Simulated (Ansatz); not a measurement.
Sn: comparing deformations

All numbers below come from Ansatz 0.2.0, DFT r2SCAN, scalar-relativistic, plane waves, PAW. Settings: plane waves to 500 eV, k-mesh 18×18×18 (Γ-centred), Gaussian smearing 0.15 eV. No spin polarisation. Energies are free energies at this smearing, counted from the undisturbed cell; pressure is positive in compression.

The undisturbed cell (as given, not relaxed at this level; it stands at -0.4 GPa; this bcc form isn't the usual structure):

```xyz
1
Lattice="-1.8947 1.8947 1.8947 1.8947 -1.8947 1.8947 1.8947 1.8947 -1.8947" Properties=species:S:1:pos:R:3 pbc="T T T"
Sn    0.0000    0.0000    0.0000
```

The cell is strained by ε times a Voigt pattern (xx, yy, zz, yz, xz, xy; engineering shear) with fractional coordinates fixed. τ = (1/V0) dE/dε comes from the stress tensor. Of each scan, only the three points used here are listed.

| pattern | ε | τ (GPa) |
| --- | --- | --- |
| (0, 0, 1, 0, 0, 0) | -0.0250 | -0.273 |
| (0, 0, 1, 0, 0, 0) | 0.0000 | 0.370 |
| (0, 0, 1, 0, 0, 0) | 0.0250 | 1.140 |
| (1, 1, 0, 0, 0, 0) | -0.0150 | -2.08 |
| (1, 1, 0, 0, 0, 0) | 0.0000 | 0.74 |
| (1, 1, 0, 0, 0, 0) | 0.0150 | 3.17 |

Q: Which constants do the scans give, and which deformation costs least for the same size of strain tensor?

A: The slope dτ/dε at zero (parabola through three points) is pᵀCp: (0, 0, 1, 0, 0, 0) gives C11 = 28.3 GPa; (1, 1, 0, 0, 0, 0) gives 2(C11 + C12) = 175 GPa. The size of the strain tensor, ε:ε, is ε² times 1.0, 2.0. Per unit of it the stiffnesses are 28.3, 87 GPa, so (0, 0, 1, 0, 0, 0) is the softest of these: at ε:ε = (1 %)² the quadratic term costs 0.24 meV/atom against 0.74 for the stiffest. These are clamped-ion values.

In a metal these slopes depend on the k mesh and the smearing.